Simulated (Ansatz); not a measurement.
Si:
```yaml
crystal:
  lattice:
    - [5.29520, 0.00000, 0.00000]
    - [0.00000, 5.29520, 0.00000]
    - [0.00000, 0.00000, 5.29520]
  atoms:
    - { symbol: Si, position: [0.23921, 0.23921, 0.23921] }
    - { symbol: Si, position: [0.00000, 0.50000, 0.50000] }
    - { symbol: Si, position: [0.23921, 0.76079, 0.76079] }
    - { symbol: Si, position: [0.50000, 0.00000, 0.50000] }
    - { symbol: Si, position: [0.76079, 0.23921, 0.76079] }
    - { symbol: Si, position: [0.50000, 0.50000, 0.00000] }
    - { symbol: Si, position: [0.76079, 0.76079, 0.23921] }
```

Relaxed with r²SCAN.

Task: Map the valence electron density (e/Å³), cut off at 0.3 on the plane through (0.239, 0.239, 0.239) spanned by u = [1, 0, 0] and v = [0, 1, 1] in lattice vectors, from r²SCAN in the plane-wave PAW code Ansatz.

Result: x is the fraction of u, y of v (the angle between them is 90°; rows are the nearest grid lines); atoms in the plane: Si at (0.00, 0.00), Si at (0.76, 0.26), Si at (0.00, 0.52).
```
|015999742100000000236999610|
|569998532100000000124799975|
|999986421100000000123589999|
|876542110000001111112346788|
|544321100000111111111234455|
|221100000001111111111111222|
|221100000001111111111112222|
|332211000001111111111122333|
|987643210000000001112356899|
|999975321000000000123479999|
|458998632100000000124799854|
|015999742100000001236999620|
|236999642100000001247999942|
|999875421100000123579999999|
|986432111000112457999999999|
|964321100001124689999999999|
|742100000001247999633699997|
|642100000001357999510279996|
|742110000001246999744799997|
|975321100001123579999999999|
|997532211000112346899999999|
|999986432100000112469999999|
|558998532100000011358999995|
|015999742100000000236999610|
```
Scale: ten equal steps from 0.025 (start of '0') to 0.300 (end of '9'), in the order '0123456789'; x runs from 0.000 to 1.00, y from 0.000 (bottom) to 1.00 (top).

The density is the valence pseudo-density with augmentation charge, so density and ELF within about 1 Å of a nucleus are not all-electron values.

Space group P-43m. The start of the workflow was typed in or built on a structure type; neither database checked (COD, Materials Project) lists it. It is not the phase usual at ambient conditions (space group No. 227). Symmetry was held in the r²SCAN relaxation; its stability against distortions is not shown here.

Potentials: the later of the program's two PAW sets.
